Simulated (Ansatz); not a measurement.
Hcp Ti (0001), 4 layers, DFT, LDA, PAW with Ansatz's default frozen-core files, scalar-relativistic (Ansatz 0.2.0), on 1 thread of Intel(R) Xeon(R) 6975P-C (Granite Rapids) (shared host).

Command: `ansatz run input.yaml --threads 1 --pin off --max-ram 3584MiB --backend cpu --events-out ev --progress --plain --runs-dir out`

```yaml
crystal:
  lattice:
    - [2.8642948866, 0.0, 0.0]
    - [-1.4321474433, 2.4805521357, 0.0]
    - [0.0, 0.0, 22.8062]
  atoms:
    - { symbol: Ti, position: [0.166666667, 0.833333333, 0.3507812527] }
    - { symbol: Ti, position: [0.833333333, 0.166666667, 0.4502604176] }
    - { symbol: Ti, position: [0.166666667, 0.833333333, 0.5497395824] }
    - { symbol: Ti, position: [0.833333333, 0.166666667, 0.6492187473] }
kpoints:
  mp_grid: { grid: [15, 15, 1] }
scf:
  occupations: { method: fermi_dirac, width: 0.1 }
hamiltonian:
  xc: lda
  pseudopotentials: { kind: paw }
output:
  forces: true
  stress: true
  eigenvalues: true
  populations: true
efield:
  axis: 3
  amplitude: 0
  dipole_correction: true
```

How large is the problem that the program sets up?

27 irreducible k-points, 3161 plane waves at Γ, 29 bands.

About how long does it take?

9.2 s of wall time for 8 SCF iterations. Times on shared machines scatter by tens of per cent.
